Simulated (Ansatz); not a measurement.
The cell below belongs to a search over invented structures; it isn't taken from experiment.

Input and command of a plane-wave DFT calculation in Ansatz:

```yaml
crystal:
  lattice:
    - [3.4956411198, 0.0, 0.0]
    - [-1.7478205599, 3.0273140122, 0.0]
    - [0.0, 0.0, 5.2229611605]
  atoms:
    - { symbol: Ge, position: [0.0, 0.0, 0.0] }
    - { symbol: Br, position: [0.0, 0.0, 0.5] }
basis:
  ecutwfc: 420
kpoints:
  mp_grid: { grid: [18, 18, 12] }
hamiltonian:
  xc: pbe
scf:
  occupations: { method: gaussian, width: 0.1 }
output:
  forces: true
  stress: true
  eigenvalues: true
relax:
  adjacent_minimum: "off"
  f_tol: 0.01
  max_steps: 80
  cell: { stress_tol: 0.05 }
```

```bash
ansatz run input.yaml --threads 1 --pin off --max-ram 2560MiB --backend cpu --events-out ev --progress --plain --runs-dir out
```

Processor: Intel(R) Xeon(R) Processor @ 2.50GHz (Skylake/Cascade Lake), 1 thread, on a host shared with other jobs.

Question: Estimate time, memory and problem size.

Answer: About 83 s, peak memory 0.51 GiB. It solves 15 bands at 259 k points (after reduction by symmetry) with about 1103 plane waves (on the last cell), in 20 SCF iterations over 3 ionic steps.
